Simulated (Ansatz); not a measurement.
Computed properties of Ga₂O₃

Ga₂O₃:
```yaml
crystal:
  lattice:
    - [1.48111, 0.85512, 6.87460]
    - [-1.48111, 0.85512, 6.87460]
    - [0.00000, -1.71023, 6.87460]
  atoms:
    - { symbol: Ga, position: [0.40028, 0.40028, 0.40028] }
    - { symbol: Ga, position: [0.59972, 0.59972, 0.59972] }
    - { symbol: O, position: [0.00000, 0.00000, 0.00000] }
    - { symbol: O, position: [0.23138, 0.23138, 0.23138] }
    - { symbol: O, position: [0.76862, 0.76862, 0.76862] }
```

Space group R-3m (No. 166); conventional cell a = b = 2.9622 Å, c = 20.6238 Å, α = β = 90.00°, γ = 120.00°.

Method: plane-wave PAW LDA (Ansatz code). The cell and atoms are relaxed at this level. Other levels are named where they apply.

### Cell and energy

| Property | Result |
|---|---|
| Volume per atom | 10.45 Å³ |
| Density | 5.96 g/cm³ |
| Formation energy from the elements (no fitted shifts) | -1.83 eV/atom |

### Electronic structure

| Property | Result |
|---|---|
| Band gap | 2.65 eV (direct) |
| Valence-band maximum | at Γ |
| Conduction-band minimum | at Γ |
| Electron effective mass | 0.27, 0.27, 0.34 mₑ (principal values) |
| Hole effective mass | 0.31 along z (mₑ) |

### Dielectric response

| Quantity | Value |
|---|---|
| Electronic dielectric constant ε∞ (DFPT) | 4.34 (xx = yy), 3.34 (zz) |
| Born charges (a third of the trace) | Ga +2.96, O -2.30 to -1.82 e |

### Phonons

| Property | Value |
|---|---|
| Highest zone-centre frequency (without LO–TO term) | 563 cm⁻¹ |
| Zone-centre stability | unstable, softest mode 80i cm⁻¹ |

The cell is a constructed one: a structure type filled with these elements; neither database checked (COD, Materials Project) lists it. It is not the phase usual at ambient conditions (space group No. 12, 167). The cell was relaxed with LDA under the symmetry of its start. A crystal of weakly bound layers computed without a dispersion correction: the cell and the soft elastic constants depend strongly on that. The references are the lowest solids computed at this level, not always the standard phases (solids in place of the gases). Scalar-relativistic: spin–orbit coupling is off unless named, which matters more the heavier the elements.

Potentials: the earlier of the program's two PAW sets. The files were generated under PBE; for other functionals the program regenerates the frozen cores, and for LDA and PBEsol the local potential too.
